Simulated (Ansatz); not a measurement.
Theory: Ansatz 0.2.0, DFT PBE, scalar-relativistic, plane waves, PAW, and for the lanthanide a 4f-in-core norm-conserving potential. Settings: cutoff 690 eV, Γ-centred meshes spaced at most about 0.3 Å⁻¹, and about 0.25 Å⁻¹ or finer for metals (2π included), Gaussian smearing. No spin polarisation in the final relaxations.

All energies are static (0 K, no zero-point motion). All come from trial cells, and lower structures may exist.

Question: These unrelaxed guesses for Tb5C are each relaxed within their symmetry. Order them by the energy at which they end, lowest first.
1.

```
Tb C
1.0
     4.31363    0.00000    0.00000
    -2.15681    3.73571    0.00000
     0.00000    0.00000    8.84805
Tb C
5 1
Direct
  0.00000 0.00000 0.00000
  0.33333 0.66667 0.00000
  0.66667 0.33333 0.00000
  0.00000 0.00000 0.29242
  0.00000 0.00000 0.70758
  0.00000 0.00000 0.50000
```

2.

```
Tb C
1.0
     6.05514    0.00000    0.00000
    -3.02757    5.24390    0.00000
     0.00000    0.00000    5.44478
Tb C
5 1
Direct
  0.00000 0.33453 0.00000
  0.66547 0.66547 0.00000
  0.33453 0.00000 0.00000
  0.66667 0.33333 0.50000
  0.33333 0.66667 0.50000
  0.00000 0.00000 0.50000
```

3.

```
Tb C
1.0
     0.00000    4.16168    4.16168
     4.16168    0.00000    4.16168
     4.16168    4.16168    0.00000
Tb C
5 1
Direct
  0.37500 0.37500 0.87500
  0.37500 0.87500 0.37500
  0.87500 0.37500 0.37500
  0.37500 0.37500 0.37500
  0.75000 0.75000 0.75000
  0.00000 0.00000 0.00000
```

Answer: 2 (ends in P-62m, 0 meV/atom), 1 (ends in P6/mmm, 0.76 eV/atom), 3 (ends in F-43m, 0.90 eV/atom). Even the lowest end lies +0.42 eV/atom against the elements.

Cells relaxed within their symmetry can be saddle points. Some types were kept out of the candidates beforehand, so the set may lack a known form.

The lanthanide is trivalent by construction, without f bands, f moments or other valences. The reference runs of the other elements, and any phases without the lanthanide, used 420 eV, which shifts energies against them by under 10 meV/atom. The lanthanide's reference is the lowest of its hcp, dhcp and fcc cells.
